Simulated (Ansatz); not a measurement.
## Elastic constants of Cs3TeH at -0.8 GPa (stress–strain coefficients): input and output

These are results of Ansatz 0.2.0, DFT PBE, scalar-relativistic, plane waves, PAW, not measurements.

Launched with:
```bash
ansatz run input.yaml --threads 1 --pin off --max-ram 1228MiB --backend cpu --events-out ev --progress --plain --runs-dir out
```

Input (bare energies are in eV):
```yaml
crystal:
  lattice:
    - [6.139, 0.0, 0.0]
    - [0.0, 6.139, 0.0]
    - [0.0, 0.0, 6.139]
  atoms:
    - { symbol: Te, position: [0.0, 0.0, 0.0] }
    - { symbol: H, position: [0.5, 0.5, 0.5] }
    - { symbol: Cs, position: [0.5, 0.5, 0.0] }
    - { symbol: Cs, position: [0.5, 0.0, 0.5] }
    - { symbol: Cs, position: [0.0, 0.5, 0.5] }
basis:
  ecutwfc: 420
kpoints:
  mp_grid: { grid: [6, 6, 6] }
hamiltonian:
  xc: pbe
scf:
  occupations: { method: fixed }
output:
  forces: true
  stress: true
  eigenvalues: true
elastic:
  mode: relaxed_ion
  stencil: two_point
```

From the output:
```
--- Elastic constants: 2 strain directions × 2 members + reference (group order 48) ---
  dense FFT box of the reference and of every strained cell: 45×45×45
  strains applied: 11, 23; error gains: componentwise 1.00 (the most a stress slope's error grows in a printed constant), spectral 1.73 (1 for all six strains in a standard setting)
  C = ∂σ_k/∂η_j (tension-positive GPa; Voigt order 11 22 33 23 13 12):
        18.234      1.862      1.862     -0.000     -0.000     -0.000
         1.862     18.234      1.862     -0.000     -0.000     -0.000
         1.862      1.862     18.234     -0.000     -0.000     -0.000
        -0.000      0.000     -0.000      5.204      0.000     -0.000
        -0.000     -0.000      0.000     -0.000      5.204     -0.000
         0.000     -0.000      0.000     -0.000     -0.000      5.204
  reference stress σ⁰ (GPa):      0.785      0.785      0.785     -0.000     -0.000      0.000
  C* (energy form; C + prestress term) asymmetry max|C*_kj − C*_jk| = 1.332e-15 GPa — a small one proves nothing (zero by symmetry where the batch's group is 432, −43m or m−3m); a large one is finite-difference/SCF noise where every solve ...
  moduli (Voigt/Reuss/Hill, GPa): K = 7.32/7.32/7.32   G = 6.40/6.09/6.24   E = 14.59   ν = 0.168
  mechanically stable: yes (min eigenvalue of sym C = 5.20 GPa)
  strain η (Voigt 11):  stress-route row diagonal C_11 = 18.23 GPa, energy-path curvature d²(F+E_count+ΔE)/dδ²/Ω₀ = 18.24 GPa
         δ    σ_11 (GPa) F (eV) n_scf n_hpsi n_pw
    -2.000e-3       0.7478      -24011.4243624       9   20414   4632   relax 0 steps, max|allowed force component| 4.25e-29 eV/Å
     2.000e-3       0.8207      -24011.4198296       7   19542   4632   relax 0 steps, max|allowed force component| 1.93e-30 eV/Å
  strain η (Voigt 23):  stress-route row diagonal C_44 = 5.20 GPa, energy-path curvature d²(F+E_count+ΔE)/dδ²/Ω₀ = 4.82 GPa
         δ    σ_23 (GPa) F (eV) n_scf n_hpsi n_pw
    -2.000e-3      -0.0104      -24011.4221349       8   26286   4632   relax 0 steps, max|allowed force component| 1.97e-30 eV/Å
     2.000e-3       0.0104      -24011.4221349       6   20630   4632   relax 0 steps, max|allowed force component| 4.65e-30 eV/Å
```

The cell is the ideal cubic antiperovskite prototype; whether it is the stable structure of this composition wasn't checked.